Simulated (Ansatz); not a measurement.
**Trial structures of Cd₃TeSe₂: starts and ends**

Method: DFT PBE, scalar-relativistic, plane waves, PAW in Ansatz. All cells share a 420 eV cutoff and Γ-centred k meshes spaced at most about 0.3 Å⁻¹ (about 0.25 or finer for metals, 2π included). No spin polarisation in the final relaxations.

Each guess was relaxed in cell and atoms at zero pressure, within the symmetry of its start. Temperature and zero-point effects are left out. Coordination counts Se or Te atoms around Cd (for each partner element, those within 1.25 times its shortest distance or 1.15 times the sum of covalent radii, where it is the nearest in units of that sum or under 1.3; a plus sign parts groups by distance over the sum of covalent radii; the shortest distance is added where it exceeds 1.18 times the sum of covalent radii; a slash parts the counts of unlike sites).

```csv
guess,made from,start group,V start (Å³/atom),end group,V end (Å³/atom),coordination at the end,gap on mesh (eV),E over the lowest end (meV/atom)
1,ErCo3Ge2 type,P6mm,25.3,P6/mmm,27.5,Cd 4+2,0,0
2,random cell,I4/mmm,30.8,?,?,?,?,?
3,SmAl3Pd2 type,P6/mmm,27.8,P6/mmm,28.2,Cd 4,0,156
4,Li3PrBi2 type,P-3m1,30.3,P-3m1,26.5,Cd 3/6 from 4.2 Å,0,234
5,Tb2Al3Fe type,R-3m,28.3,R-3m,27.7,Cd 2+4,0,328
```

Guess 2 as it starts:

```yaml
crystal:
  lattice:
    - [-3.19078, 3.19078, 4.53310]
    - [3.19078, -3.19078, 4.53310]
    - [3.19078, 3.19078, -4.53310]
  atoms:
    - { symbol: Cd, position: [0.72910, 0.72910, 0.00000] }
    - { symbol: Cd, position: [0.27090, 0.27090, 0.00000] }
    - { symbol: Cd, position: [0.00000, 0.00000, 0.00000] }
    - { symbol: Te, position: [0.50000, 0.50000, 0.00000] }
    - { symbol: Se, position: [0.75000, 0.25000, 0.50000] }
    - { symbol: Se, position: [0.25000, 0.75000, 0.50000] }
```

Problem. Predict the end of this guess and its energy over the lowest end.

Solution. It ends in space group I4/mmm (No. 139), with a = 4.906 Å, c = 16.225 Å, 32.5 Å³/atom and no gap. It lies 71 meV/atom over the lowest end, above guess 1 and below guess 3. Counting Se or Te atoms around Cd, this end has Cd 4 from 3.5 Å/5 and the lowest (guess 1) has Cd 4+2.

```cif
data_structure
_symmetry_space_group_name_H-M 'I4/mmm'
_symmetry_Int_Tables_number 139
_cell_length_a 4.9057
_cell_length_b 4.9057
_cell_length_c 16.2251
_cell_angle_alpha 90.000
_cell_angle_beta 90.000
_cell_angle_gamma 90.000
_cell_volume 390.47
loop_
_atom_site_label
_atom_site_type_symbol
_atom_site_symmetry_multiplicity
_atom_site_Wyckoff_symbol
_atom_site_fract_x
_atom_site_fract_y
_atom_site_fract_z
_atom_site_occupancy
Cd1 Cd 4 e 0.50000 0.50000 0.17737 1
Cd2 Cd 2 a 0.00000 0.00000 0.00000 1
Te1 Te 2 b 0.50000 0.50000 0.00000 1
Se1 Se 4 d 0.00000 0.50000 0.25000 1
```

The zero of energy is the elements' standard structures at the same level; no fitted shifts are applied.

Problem. Is the lowest end bound against the elements?

Solution. Yes: its formation energy is −0.22 eV/atom. Whether it is stable depends on the other phases of the system, which aren't compared here.

Spin–orbit coupling, which can matter for Te, is left out. The reference forms of Se and Te are held partly by dispersion forces, which this level lacks. Cells relaxed within their symmetry can be saddle points. A lower structure may well exist outside this small set. Some structure types and database cells were kept out of the candidates from the start, so a known form may be missing.
